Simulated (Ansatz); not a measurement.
Relaxed SnTe (rock salt):

```
CELL_PARAMETERS angstrom
      0.00000     3.18510     3.18510
      3.18510     0.00000     3.18510
      3.18510     3.18510     0.00000
ATOMIC_POSITIONS crystal
  Te 0.00000 0.00000 0.00000
  Sn 0.50000 0.50000 0.50000
```

Scan: atom 2 (Sn, nearest neighbour Te at 3.185 Å; its periodic images, 4.5 Å or more away, move with it) is displaced along Cartesian [110], direction (0.707, 0.707, 0.000) in Cartesian axes, by s. The other atoms stay.

Level of theory: r2SCAN (plane waves to 500 eV, PAW, scalar-relativistic; Ansatz, an electronic-structure program). k mesh 7×7×7 (Γ-centred), Fermi-Dirac smearing 0.05 eV. E stands for the smeared free energy. F∥ is the force on the atom along that direction. SnTe was relaxed with its symmetry unable to fall. Spin-orbit coupling is left out, though Te is heavy. The zero of ΔE is the undisplaced structure.

Question: What ΔE (meV/cell) and F∥ (eV/Å) does the calculation give at s (Å) = -0.960, -0.768, -0.384, -0.192, 0.960?

Answer: 
| s (Å) | ΔE (meV/cell) | F∥ (eV/Å) |
|---|---|---|
| -0.960 | 1192.7 | 3.662 |
| -0.768 | 592.2 | 2.559 |
| -0.384 | 35.2 | 0.494 |
| -0.192 | -5.0 | 0.009 |
| 0.960 | 1192.7 | -3.662 |

(A displaced cell: forces are minus the slopes of the energy, force constants its curvatures, and phonons follow from these.)
